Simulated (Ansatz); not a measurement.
WB2 (space group P6_3/mmc)

```xyz
12
Lattice="2.9826 0.0000 0.0000 -1.4913 2.5830 0.0000 0.0000 0.0000 13.8559" Properties=species:S:1:pos:R:3 pbc="T T T"
B      0.0000     1.7220     7.2502
B      1.4913     0.8610     6.6057
B      1.4913     0.8610     0.3223
B      0.0000     1.7220    13.5336
B      0.0000     0.0000     3.4640
B      0.0000     0.0000    10.3919
B      1.4913     0.8610     3.4640
B      0.0000     1.7220    10.3919
W      0.0000     1.7220     1.8777
W      1.4913     0.8610    11.9781
W      1.4913     0.8610     8.8057
W      0.0000     1.7220     5.0502
```

The slice is a (0001) plane (indices of the conventional cell) through the point (0.667, 0.333, 0.477) (fractional), spanned by u = [110] and v = [1 -1 0] in vectors of this cell: u (2.98 Å) and v (5.17 Å, at 90° to u). It covers one period; positions are fractions (u, v).

These are LDA (plane waves to 420 eV, PAW, scalar-relativistic; Ansatz, a quantum-chemistry and plane-wave program) values and carry that method's errors. k mesh 14×14×3. These are valence fields of a PAW run, semicore shells included where kept as valence: close to a nucleus they are smooth pseudo fields. Spin-orbit coupling is left out, though W is heavy. WB2 is run without spin polarisation. WB2 was relaxed with its symmetry unable to fall.

Question: Predict the map of the electron localisation function (ELF) on the slice.

Answer: 
| v \ u | 0.00 | 0.17 | 0.33 | 0.50 | 0.67 | 0.83 |
|---|---|---|---|---|---|---|
| 0.94 | 0.09 | 0.35 | 0.36 | 0.18 | 0.36 | 0.35 |
| 0.84 | 0.80 | 0.61 | 0.17 | 0.04 | 0.17 | 0.61 |
| 0.75 | 0.73 | 0.59 | 0.27 | 0.13 | 0.27 | 0.59 |
| 0.66 | 0.66 | 0.71 | 0.65 | 0.43 | 0.65 | 0.71 |
| 0.56 | 0.62 | 0.76 | 0.65 | 0.06 | 0.65 | 0.76 |
| 0.47 | 0.30 | 0.49 | 0.30 | x | 0.30 | 0.49 |
| 0.38 | 0.05 | 0.20 | 0.57 | 0.72 | 0.57 | 0.20 |
| 0.28 | 0.07 | 0.20 | 0.59 | 0.77 | 0.59 | 0.20 |
| 0.19 | 0.36 | 0.53 | 0.66 | 0.66 | 0.66 | 0.53 |
| 0.09 | 0.23 | 0.72 | 0.78 | 0.66 | 0.78 | 0.72 |
| 0.00 | x | 0.35 | 0.62 | 0.43 | 0.62 | 0.35 |

Values: electron localisation function (ELF). Points within 0.3 Å of a nucleus are blanked (x), as the pseudised field means little there.
